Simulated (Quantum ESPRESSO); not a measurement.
## Au3HfSn2InRu (input and log of a self-consistent run)

Simulated, not a measurement. The program is pw.x of Quantum ESPRESSO 7.5 (plane-wave density functional theory). The cell is made up: eight metal atoms on a face-centred cubic lattice, with elements, volume, strain and displacements drawn at random and not relaxed, so it may be unstable or far from any real phase. PseudoDojo standard norm-conserving files set the functional (PBE unless stated); there is no spin polarisation or spin-orbit coupling, the Fermi-Dirac width of 0.25 eV means electrons at about 2900 K, and the masses in the input are unused placeholders. The tin pseudopotential is less sure than most, with forces differing by about three percent from a second method on plain tin. Heavy elements are run without spin-orbit coupling, which real alloys of them have. A spin test at this wide smearing found no moment, but such smearing suppresses magnetism that the real alloy may have.

Input:

```
&control calculation='scf', pseudo_dir='./dojo.nc.sr.pbe.v0_5.standard.upf', outdir='./o', disk_io='minimal', tprnfor=.true., tstress=.true. /
&system ibrav=0, nat=8, ntyp=5, nbnd=73, ecutwfc=84.00895049, nosym=.true., tot_charge=0,
 occupations='smearing', smearing='fd', degauss=0.0183746611
/
&electrons conv_thr=1.470e-08, electron_maxstep=70, mixing_beta=0.5 /
ATOMIC_SPECIES
Au 1.0 Au.upf
Hf 1.0 Hf.upf
In 1.0 In.upf
Ru 1.0 Ru.upf
Sn 1.0 Sn.upf
CELL_PARAMETERS angstrom
-4.3915 0.0355 0.0326
-2.144 -4.3185 -2.2464
-2.2091 -4.2332 6.6338
ATOMIC_POSITIONS angstrom
Au -0.0178 0.0062 0.0642
Au -2.1984 -4.2929 2.2189
Hf -2.1066 -2.1483 -0.0348
Sn -4.3553 -6.4817 2.2204
Sn -4.4194 -4.1895 4.3763
In -4.3692 -4.3161 -0.0812
Au -4.4002 -2.0749 2.2252
Ru -6.5514 -6.3321 4.4242
K_POINTS automatic
6 5 3 1 1 1
```

The log is shortened where brackets say so; the opening notice, blank lines, dates and the lines on written files are dropped, and the path of the files is cut. It prints rydbergs, bohrs and kilobars, and counts compression as positive stress. Its total energy is the free energy E - TS of the whole cell.

```
     Program PWSCF v.7.5
     Parallel version (MPI & OpenMP), running on       4 processor cores
     Number of MPI processes:                 4
     Threads/MPI process:                     1
     [start-up lines left out]
     bravais-lattice index     =            0
     lattice parameter (alat)  =       8.2992  a.u.
     unit-cell volume          =    1135.3042 (a.u.)^3
     number of atoms/cell      =            8
     number of atomic types    =            5
     number of electrons       =       126.00
     number of Kohn-Sham states=           73
     kinetic-energy cutoff     =      84.0090  Ry
     charge density cutoff     =     336.0358  Ry
     scf convergence threshold =      1.5E-08
     mixing beta               =       0.5000
     number of iterations used =            8  plain     mixing
     Exchange-correlation= PBE
                           (   1   4   3   4   0   0   0)
     [axes and pseudopotential details left out]
   Cartesian axes
     site n.     atom                  positions (alat units)
         1        Au     tau(   1) = (  -0.0040530   0.0014117   0.0146183  )
         2        Au     tau(   2) = (  -0.5005733  -0.9774887   0.5052411  )
         3        Hf     tau(   3) = (  -0.4796705  -0.4891656  -0.0079239  )
         4        Sn     tau(   4) = (  -0.9916971  -1.4758760   0.5055827  )
         5        Sn     tau(   5) = (  -1.0062926  -0.9539446   0.9964788  )
         6        In     tau(   6) = (  -0.9948621  -0.9827713  -0.0184892  )
         7        Au     tau(   7) = (  -1.0019208  -0.4724525   0.5066756  )
         8        Ru     tau(   8) = (  -1.4917467  -1.4418123   1.0073855  )
     number of k points=    45  Fermi-Dirac smearing, width (Ry)=  0.0184
                       cart. coord. in units 2pi/alat
        k(    1) = (  -0.0837179  -0.0773510   0.0330997), wk =   0.0444444
        k(    2) = (  -0.0847802   0.0955503  -0.2982735), wk =   0.0444444
     [further k points left out]
     Dense  grid:   118095 G-vectors     FFT dimensions: (  50,  60,  96)
     Estimated max dynamical RAM per process >     421.99 MB
     Estimated total dynamical RAM >       1.56 GB
     Initial potential from superposition of free atoms
     starting charge     125.9901, renormalised to     126.0000
     Starting wfcs are   77 randomized atomic wfcs
     total cpu time spent up to now is       11.2 secs
     per-process dynamical memory:   325.2 Mb
     Self-consistent Calculation
     iteration #  1     ecut=    84.01 Ry     beta= 0.50
     Davidson diagonalization with overlap
     ethr =  1.00E-02,  avg # of iterations =  3.0
     Threshold (ethr) on eigenvalues was too large:
     Diagonalizing with lowered threshold
     Davidson diagonalization with overlap
     ethr =  8.17E-04,  avg # of iterations =  2.0
     total cpu time spent up to now is       58.7 secs
     total energy              =   -1651.83135100 Ry
     estimated scf accuracy    <       1.06873339 Ry
     iteration #  2     ecut=    84.01 Ry     beta= 0.50
     Davidson diagonalization with overlap
     ethr =  8.48E-04,  avg # of iterations =  3.7
     total cpu time spent up to now is       85.7 secs
     total energy              =   -1650.98697913 Ry
     estimated scf accuracy    <      17.72163952 Ry
     iteration #  3     ecut=    84.01 Ry     beta= 0.50
     Davidson diagonalization with overlap
     ethr =  8.48E-04,  avg # of iterations =  3.6
     total cpu time spent up to now is      111.5 secs
     total energy              =   -1652.21523524 Ry
     estimated scf accuracy    <       1.50055744 Ry
     iteration #  4     ecut=    84.01 Ry     beta= 0.50
     Davidson diagonalization with overlap
     ethr =  8.48E-04,  avg # of iterations =  2.0
     total cpu time spent up to now is      132.8 secs
     total energy              =   -1652.32965949 Ry
     estimated scf accuracy    <       0.16940691 Ry
     iteration #  5     ecut=    84.01 Ry     beta= 0.50
     Davidson diagonalization with overlap
     ethr =  1.34E-04,  avg # of iterations =  2.0
     total cpu time spent up to now is      155.7 secs
     total energy              =   -1652.35301920 Ry
     estimated scf accuracy    <       0.02870894 Ry
     [iterations 6 to 10 left out]
     iteration # 11     ecut=    84.01 Ry     beta= 0.50
     Davidson diagonalization with overlap
     ethr =  1.62E-09,  avg # of iterations =  4.8
     total cpu time spent up to now is      301.8 secs
     total energy              =   -1652.35659274 Ry
     estimated scf accuracy    <       0.00000100 Ry
     iteration # 12     ecut=    84.01 Ry     beta= 0.50
     Davidson diagonalization with overlap
     ethr =  7.91E-10,  avg # of iterations =  2.0
     total cpu time spent up to now is      323.3 secs
     total energy              =   -1652.35659286 Ry
     estimated scf accuracy    <       0.00000012 Ry
     iteration # 13     ecut=    84.01 Ry     beta= 0.50
     Davidson diagonalization with overlap
     ethr =  9.24E-11,  avg # of iterations =  3.0
     total cpu time spent up to now is      347.1 secs
     total energy              =   -1652.35659286 Ry
     estimated scf accuracy    <       0.00000024 Ry
     iteration # 14     ecut=    84.01 Ry     beta= 0.50
     Davidson diagonalization with overlap
     ethr =  9.24E-11,  avg # of iterations =  2.0
     total cpu time spent up to now is      368.7 secs
     total energy              =   -1652.35659288 Ry
     estimated scf accuracy    <       0.00000003 Ry
     iteration # 15     ecut=    84.01 Ry     beta= 0.50
     Davidson diagonalization with overlap
     ethr =  2.22E-11,  avg # of iterations =  2.0
     total cpu time spent up to now is      390.5 secs
     End of self-consistent calculation
     [lines on levels left out]
!    total energy              =   -1652.35659288 Ry
     estimated scf accuracy    <       0.00000001 Ry
     smearing contrib. (-TS)   =      -0.07642843 Ry
     internal energy E=F+TS    =   -1652.28016444 Ry
     The total energy is F=E-TS. E is the sum of the following terms:
     one-electron contribution =    -523.99519423 Ry
     hartree contribution      =     332.47696504 Ry
     xc contribution           =    -347.00982792 Ry
     ewald contribution        =   -1113.75210734 Ry
     convergence has been achieved in  15 iterations
     Forces acting on atoms (cartesian axes, Ry/au):
     atom    1 type  1   force =     0.00092587   -0.00537747    0.00109784
     atom    2 type  1   force =     0.00022964    0.00902835   -0.01448209
     atom    3 type  2   force =    -0.00825648    0.00624229   -0.03966627
     atom    4 type  5   force =     0.00180191    0.02011210    0.02244940
     atom    5 type  5   force =    -0.00125816   -0.03676690    0.02546943
     atom    6 type  3   force =     0.00535319    0.01535679   -0.00227457
     atom    7 type  1   force =     0.00110725   -0.00323378   -0.02688259
     atom    8 type  4   force =     0.00009677   -0.00536138    0.03428883
     Total force =     0.084410     Total SCF correction =     0.000710
     Computing stress (Cartesian axis) and pressure
          total   stress  (Ry/bohr**3)                   (kbar)     P=      -54.82
  -0.00047625   0.00000199   0.00000645          -70.06        0.29        0.95
   0.00000199  -0.00019596   0.00002041            0.29      -28.83        3.00
   0.00000645   0.00002041  -0.00044571            0.95        3.00      -65.57
     init_run     :     10.55s CPU     10.94s WALL (       1 calls)
     electrons    :    370.98s CPU    379.38s WALL (       1 calls)
     forces       :      3.36s CPU      3.42s WALL (       1 calls)
     stress       :     11.80s CPU     12.09s WALL (       1 calls)
     [timing details left out]
     PWSCF        :   6m36.93s CPU   6m46.17s WALL
     JOB DONE.
```

In other units: free energy -22481.457 eV for the cell, pressure -5.48 GPa, largest force component 1.020 eV/Å in size. The run took 408 s of wall time with four MPI processes on a shared machine (Intel Xeon, older, virtual cores), so the time is rough. A rerun of this cell at a higher cutoff and on a denser mesh moved values by no more than 0.002 eV in energy, 0.05 GPa in stress and 0.011 eV/Å in force, and a second program with other atomic files agreed on that cell to 2 % rms in force and 0.5 GPa in pressure.